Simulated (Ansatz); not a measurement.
CoPtO$_{2}$:
```cif
data_Co3O6Pt3
_chemical_formula_sum 'Co3 Pt3 O6'
_space_group_name_H-M_alt 'R-3m :H'
_space_group_IT_number 166
_space_group_name_Hall '-R 3 2"'
_cell_length_a 2.82124
_cell_length_b 2.82124
_cell_length_c 17.80299
_cell_angle_alpha 90.000
_cell_angle_beta 90.000
_cell_angle_gamma 120.000
loop_
_atom_site_label
_atom_site_type_symbol
_atom_site_symmetry_multiplicity
_atom_site_Wyckoff_symbol
_atom_site_fract_x
_atom_site_fract_y
_atom_site_fract_z
_atom_site_occupancy
Co1 Co 3 b 0.00000 0.00000 0.50000 1
Pt1 Pt 3 a 0.00000 0.00000 0.00000 1
O1 O 6 c 0.00000 0.00000 0.11234 1
```
(The calculation used a cell of 4 atoms; values per cell refer to that cell.)

Relaxed at zero pressure with r²SCAN (plane waves, PAW; program Ansatz).

Problem. The volume is lowered by 3 % and shape and atoms relax at that volume. What pressure results, and how do the axes share the change?

Solution. 8.4 GPa; a -1.2 %, b -1.2 %, c -0.6 %; the energy rises by 8 meV/atom.

Problem. Give the new structure.

Solution. 
Space group R-3m, hexagonal axes (No. 166); a = b = 2.7866 Å, c = 17.7013 Å, α = β = 90.00°, γ = 120.00°

```json
[
 {"atom": "Co", "site": "3b", "symmetry": "-3m", "x": "0.0000", "y": "0.0000", "z": "0.5000"},
 {"atom": "Pt", "site": "3a", "symmetry": "-3m", "x": "0.0000", "y": "0.0000", "z": "0.0000"},
 {"atom": "O", "site": "6c", "symmetry": "3m", "x": "0.0000", "y": "0.0000", "z": "0.1121"}
]
```

The phase is kept; no other phase was compared at this pressure.

The cell was relaxed with r²SCAN under the symmetry of its start. No spin polarisation was allowed. No Hubbard U is applied. Scalar-relativistic: spin–orbit coupling is off unless named, which matters more the heavier the elements.

Potentials: the later of the program's two PAW sets.
